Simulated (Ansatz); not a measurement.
TiSi2:
```xyz
6
Lattice="0.0000 4.1140 4.2656 2.3879 0.0000 4.2656 2.3879 4.1140 0.0000" Properties=species:S:1:pos:R:3 pbc="T T T"
Ti     2.3879     4.1140     4.2656
Ti     3.5818     6.1711     6.3985
Si     2.3879     6.8947     4.2656
Si     2.3879     1.3334     4.2656
Si     1.1939     3.3904     2.1328
Si     1.1939     0.7237     2.1328
```

This is the r²SCAN-relaxed structure.

Problem. All from r²SCAN (plane waves, PAW; program Ansatz), unless another level is named. Predict the bulk modulus (Birch–Murnaghan fit).

Solution. 1470 kbar.

Problem. Predict the highest zone-centre frequency.

Solution. 13.14 THz.

Space group Fddd. The cell was relaxed with r²SCAN under the symmetry of its start; of distortions, only those at the zone centre were tested. No spin polarisation was allowed. As this level gives no gap, phonon frequencies hold no LO–TO term and depend on the k-mesh and smearing (Fermi–Dirac, 0.1 eV here).

Potentials: the earlier of the program's two PAW sets.
